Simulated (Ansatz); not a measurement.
AlAs (CsCl type, Pm-3m) at seven volumes, PBE in the plane-wave PAW code Ansatz, scaled uniformly. One row is withheld.

| V (Å³/atom) | P (GPa) |
|---|---|
| 16.171 | ? |
| 16.705 | 5.44 |
| 17.238 | 2.48 |
| 17.771 | 0.00 |
| 18.304 | -1.98 |
| 18.837 | -3.61 |
| 19.370 | -5.09 |

Task: Fit the shown pressures and predict the withheld one.

Result: P = (3/2)B₀(x^(7/2) − x^(5/2))[1 + (3/4)(B′ − 4)(x − 1)] with x = (V₀/V)^(2/3). Least squares on the six rows gives V₀ = 17.780 Å³/atom, B₀ = 73.9 GPa, B′ = 5.26. At V = 16.171, x = 1.0653 and P = 9.00 GPa. The run itself gave 8.86 GPa.

A made-up cell: these elements were put on the sites of a structure type; neither database checked (COD, Materials Project) lists it. It is not the phase usual at ambient conditions (space group No. 216). The cell was relaxed with PBE under the symmetry of its start; its stability against distortions is not shown here.

Potentials: the later of the program's two PAW sets.
